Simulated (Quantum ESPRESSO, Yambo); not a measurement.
For CsLiSO$_{5}$H$_{4}$ (space group Cm, No. 8), Yambo gives the independent-particle static dielectric constant along x as 2.75 on PBEsol bands and 2.39 after a scissor of 2.67 eV widens every gap (4×4×4 mesh, 118 bands, 3 Ry local-field block, 0.2 eV broadening). Axes are Cartesian, with cell vectors (Å) (6.07, -2.87, 0.00), (6.07, 2.87, 0.00), (-1.57, 0.00, 4.55).

Task: A scissor keeps the position matrix elements. In a one-oscillator model, how does ε − 1 scale, and what mean transition energy do the two values imply?

Result: Each transition adds |r|²/E to ε − 1, so ε − 1 ∝ 1/(E0 + Δ). Then (2.39 − 1)/(2.75 − 1) = E0/(E0 + Δ) = 0.794, and E0 = Δ(ε' − 1)/(ε − ε') = 10.3 eV. The computed Im ε, weighted by 1/E up to 20 eV, has its mean at 10.8 eV; the smallest direct PBEsol gap is 4.87 eV. The scissor comes from a G0W0 run whose convergence isn't established. Convergence of the RPA response with its 4×4×4 mesh was not tested.

Bands from Quantum ESPRESSO.

Geometry of the Materials Project entry, not relaxed at this level; primitive cell a = b = 6.710 Å, c = 4.812 Å, α = β = 107.13°, γ = 50.65°.
